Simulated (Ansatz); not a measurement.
Polymorphs of Al2Cu, each relaxed with the program Ansatz at the r²SCAN level (PAW):

A: P4/mmm
a = 4.0885 Å, b = 4.0885 Å, c = 2.8514 Å, α = 90.00°, β = 90.00°, γ = 90.00°

```tsv
atom	site	symmetry	x	y	z
Al	2e	mmm.	0.0000	0.5000	0.5000
Cu	1a	4/mmm	0.0000	0.0000	0.0000
```

B: fluorite or antifluorite type (Fm-3m)
a = b = c = 5.734 Å, α = β = γ = 90.00°

```json
[
 {"atom": "Al", "site": "8c", "symmetry": "-43m", "x": "0.2500", "y": "0.2500", "z": "0.2500"},
 {"atom": "Cu", "site": "4b", "symmetry": "m-3m", "x": "0.5000", "y": "0.5000", "z": "0.5000"}
]
```

C: I4/mcm
a = 5.9968 Å, b = 5.9968 Å, c = 4.8045 Å, α = 90.00°, β = 90.00°, γ = 90.00°

```csv
atom,site,symmetry,x,y,z
Al,8h,m.2m,0.1594,0.3406,0.0000
Cu,4a,422,0.0000,0.0000,0.2500
```

Order them by energy per atom at 0 K (lowest first) at the level r²SCAN.

B (+0 meV/atom), C (+51 meV/atom), A (+170 meV/atom)

Not the usual ambient phase: A; B. All cells were relaxed under the symmetry of their starts (and spin orders); stability against distortions was not tested throughout. Rows with no word on spin ran without spin polarisation.

Energies hold the estimated change up to a 700 eV cutoff; steps of a few meV lie near the error of the meshes.

Potentials: the later of the program's two PAW sets.
